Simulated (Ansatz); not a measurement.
**Relaxing a structure of SnO2**

The start is a generated cell, SnO2 built in the pyrite structure type. Cell shape, volume and atoms are optimised at zero target pressure with r2SCAN (plane waves to 500 eV, PAW, scalar-relativistic; Ansatz, a program for electronic structure). First-step values are on the input's coarse k-mesh.

Ansatz input (later rounds restart from its end on a renewed k-mesh):
Ansatz 0.2 input:
```yaml
crystal:
  lattice:
    - [4.869098, 0, 0]
    - [0, 4.869098, 0]
    - [0, 0, 4.869098]
  atoms:
    - { symbol: Sn, position: [0, 0, 0] }
    - { symbol: Sn, position: [0.5, 0.5, 0] }
    - { symbol: Sn, position: [0, 0.5, 0.5] }
    - { symbol: Sn, position: [0.5, 0, 0.5] }
    - { symbol: O, position: [0.3851, 0.3851, 0.3851] }
    - { symbol: O, position: [0.8851, 0.1149, 0.6149] }
    - { symbol: O, position: [0.6149, 0.8851, 0.1149] }
    - { symbol: O, position: [0.1149, 0.6149, 0.8851] }
    - { symbol: O, position: [0.6149, 0.6149, 0.6149] }
    - { symbol: O, position: [0.1149, 0.8851, 0.3851] }
    - { symbol: O, position: [0.3851, 0.1149, 0.8851] }
    - { symbol: O, position: [0.8851, 0.3851, 0.1149] }
basis: { ecutwfc: 500, ecutrho_ratio: 4, xc_grid: 4, fft_grid_basis: typed }
kpoints: { mp_grid: { grid: [4, 4, 4] } }
hamiltonian:
  xc: r2scan
  dispersion: none
  pseudopotentials: { azcp: { folder: ./paw }, kind: paw }
scf: { occupations: { method: fermi_dirac, width: 0.05 } }
relax: { f_tol: 0.01, max_steps: 100, cell: { stress_tol: 0.02 } }
output: { forces: true, stress: true }
```

Problem. What pressure does the first self-consistent step give?

Solution. +43.9 GPa (positive: the cell is compressed).

Problem. What is the largest force in the starting geometry, and on which atom (counted from 1)?

Solution. 5.90 eV/Å, on O5, O6, O7, O8, O9, O10, O11, O12 (atoms numbered as listed).

Problem. How much energy is released per atom?

Solution. 0.63 eV/atom.

Problem. How do the shortest distances between atoms change?

Solution. The closest pairs of elements (up to four, under 3.6 Å), start → end: O–O 1.94 → 2.71 Å; O–Sn 2.04 → 2.08 Å; Sn–Sn 3.44 → 3.61 Å.

Problem. Is the relaxed structure metallic? Give its gap.

Solution. 1.63 eV, indirect (valence top at k = (0, 0.2, 0.4), conduction bottom at Γ) (no spin-orbit coupling).

Problem. Give the final cell and atomic positions.

Solution. 
Space group Pa-3 (No. 205); a = b = c = 5.100 Å, α = β = γ = 90.00°

```tsv
atom	site	symmetry	x	y	z
Sn	4a	.-3.	0.0000	0.0000	0.0000
O	8c	.3.	0.3397	0.3397	0.3397
```

The space group stays Pa-3 (No. 205) (the run could not lower it), with 12 atoms in the primitive cell. Final values are on a 5×5×5 k-mesh of the relaxed cell. No spin polarisation in the result.

The run could not lose the symmetry of its start.

The first start was generated by placing the elements on the sites of a structure type. Materials Project lists a structure of SnO2 in the same space group, Pa-3 (No. 205); the sites were not compared with it, nor with measured phases. Known forms of SnO2 include space group No. 136.
